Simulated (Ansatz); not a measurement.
Below is a relaxed structure of Te2Pb3Se. The cell was found from a structure generator's guess, not taken from experiment.

Theory: DFT PBE, scalar-relativistic, plane waves, PAW in Ansatz 0.2.0. Cutoff 420 eV, Γ-centred mesh, Gaussian smearing, no spin polarisation.

```cif
data_structure
_symmetry_space_group_name_H-M 'P 1'
_symmetry_Int_Tables_number 1
_cell_length_a 10.1974
_cell_length_b 10.1974
_cell_length_c 10.1974
_cell_angle_alpha 154.083
_cell_angle_beta 154.083
_cell_angle_gamma 36.979
_cell_volume 202.28
loop_
_atom_site_label
_atom_site_type_symbol
_atom_site_fract_x
_atom_site_fract_y
_atom_site_fract_z
_atom_site_occupancy
Te1 Te 0.83177 0.83177 0.00000 1
Te2 Te 0.16823 0.16823 0.00000 1
Pb1 Pb 0.66027 0.66027 0.00000 1
Pb2 Pb 0.33973 0.33973 0.00000 1
Pb3 Pb 0.00000 0.00000 0.00000 1
Se1 Se 0.50000 0.50000 0.00000 1
```

Energies over the elements count from the elements' standard structures at the same level, with no fitted energy shifts.

(1) What space group does it have?

(2) How far does it lie from the elements in energy?

(3) Is it a metal?

Results:

(1) I4/mmm (No. 139), with Te and Se ordered on rock salt sites. Conventional cell: a = 4.573 Å, c = 19.342 Å. Te is surrounded by 6 Pb at 3.24–3.32 Å; Pb on a site of symmetry 4mm is surrounded by 1 Se at 3.10 Å and 5 Te at 3.24–3.32 Å; Pb on a site of symmetry 4/mmm is surrounded by 4 Se at 3.23 Å and 2 Te at 3.25 Å; Se has 6 Pb at 3.10–3.23 Å.

(2) −0.441 eV/atom. A negative formation energy is needed for stability but isn't enough: competing phases decide.

(3) No, the gap on the 12×12×12 mesh is 0.52 eV.

The last run used a 12×12×12 mesh for its 6-atom cell and Gaussian smearing of 0.02 eV. Spin–orbit coupling, which can matter for Pb and Te, is left out. Kohn–Sham gaps at this level usually fall short of measured ones. The missing spin–orbit coupling can work the other way here. The reference forms of Se and Te are held partly by dispersion forces, which this level lacks. A later test with randomly moved atoms ended 3 meV/atom lower, in Imm2 at a loose tolerance, which is no clear verdict on its stability.
